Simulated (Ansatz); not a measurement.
One crystal and one scan (frozen-phonon scan) at two levels, PBE (plane waves to 420 eV, PAW, scalar-relativistic; Ansatz, a quantum-chemistry and plane-wave program) and r2SCAN (plane waves to 500 eV, PAW, scalar-relativistic; Ansatz), each from its own relaxed cell and on its own mesh. The cell shown is that of PBE.

Starting cell, Ta (bcc, W type):

```yaml
crystal:
  lattice:
    - [-3.31974, 3.31974, 3.31974]
    - [1.65987, -1.65987, 1.65987]
    - [1.65987, 1.65987, -1.65987]
  atoms:
    - { symbol: Ta, position: [0.00000, 0.00000, 0.00000] }
    - { symbol: Ta, position: [0.50000, 0.00000, 0.00000] }
```

A phonon eigenvector at N = (0.5, 0.0, 0.0) is frozen into this cell: atom i moves by Q times the vector below, so Q is the largest atomic displacement, in Å. The cell is held. (q is in reciprocal vectors of the primitive cell; the cell shown is doubled to hold the pattern.)

| atom | x | y | z |
|---|---|---|---|
| Ta1 | 1.000 | 0.000 | 0.000 |
| Ta2 | -1.000 | 0.000 | 0.000 |

Spin-orbit coupling is left out, though Ta is heavy. Ta is run without spin polarisation. Ta was relaxed with its symmetry unable to fall. The PAW data are Ansatz's earlier set. With partly filled bands, energies and forces of such displacements shift with the k mesh and the smearing. Both scans cover Q from -0.100 to 0.100 Å.

ΔE (meV/cell), each from the undisplaced structure of its own level:

```
Q (Å)   PBE    r2SCAN
------  ---  --------
-0.100  132       143
-0.083   93       101
-0.067   61  withheld
-0.050   35        38
-0.033   16        17
-0.017    4         4
0.000     0         0
0.017     4         4
0.033    16        17
0.050    35        38
0.067    61  withheld
0.083    93       101
0.100   132       143
```

Estimate the r2SCAN value at -0.067 from the PBE value there and the ratio of the two levels in the two nearest given rows on that side of the minimum.

At -0.083 and -0.050 the ratio r2SCAN/PBE averages 1.086, which gives 1.086 × 61 = 66 meV/cell. The calculation gives 66 meV/cell, +8.2 % against PBE.

(A displaced cell: forces are minus the slopes of the energy, force constants its curvatures, and phonons follow from these.)
